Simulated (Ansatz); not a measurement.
The cell below belongs to a search over invented structures; it isn't taken from experiment.

Input and command of a plane-wave DFT calculation in Ansatz:

```yaml
crystal:
  lattice:
    - [3.3253834921, 0.0, 0.0]
    - [-1.662691746, 2.8798665815, 0.0]
    - [0.0, 0.0, 10.8231733408]
  atoms:
    - { symbol: Ti, position: [0.0, 0.0, 0.3485740472] }
    - { symbol: Ti, position: [0.0, 0.0, 0.6514259528] }
    - { symbol: Ga, position: [0.0, 0.0, 0.0] }
    - { symbol: S, position: [0.3333333333, 0.6666666667, 0.2112835351] }
    - { symbol: S, position: [0.3333333333, 0.6666666667, 0.5] }
    - { symbol: S, position: [0.3333333333, 0.6666666667, 0.7887164649] }
basis:
  ecutwfc: 500
kpoints:
  mp_grid: { grid: [12, 12, 4] }
  band_path:
    path:
      - [[0.0, 0.0, 0.0], [0.5, 0.0, 0.0], [0.33333333, 0.33333333, 0.0], [0.0, 0.0, 0.0], [0.0, 0.0, 0.5], [0.5, 0.0, 0.5], [0.33333333, 0.33333333, 0.5], [0.0, 0.0, 0.5]]
      - [[0.5, 0.0, 0.5], [0.5, 0.0, 0.0]]
      - [[0.33333333, 0.33333333, 0.5], [0.33333333, 0.33333333, 0.0]]
    npoints: 14
hamiltonian:
  xc: r2scan
scf:
  occupations: { method: gaussian, width: 0.1 }
  n_extra_bands: 15
output:
  forces: true
  stress: true
  eigenvalues: true
  populations: true
  dos: { projected: true, de: 0.02, nscf_kmesh: { grid: [15, 15, 5] } }
  bader: true
  write_density: true
  write_potential: true
  elf: true
  volumetric_format: npy
```

```bash
ansatz run input.yaml --threads 1 --pin off --max-ram 2560MiB --backend cpu --events-out ev --progress --plain --runs-dir out
```

Processor: Intel(R) Xeon(R) Processor @ 2.70GHz, 1 thread, on a host shared with other jobs.

Task: How long does it run, and how much memory does it take?

Result: About 2.5 min, peak memory 0.85 GiB. It solves 43 bands at 57 k points (after reduction by symmetry) with about 2619 plane waves, in 10 SCF iterations.
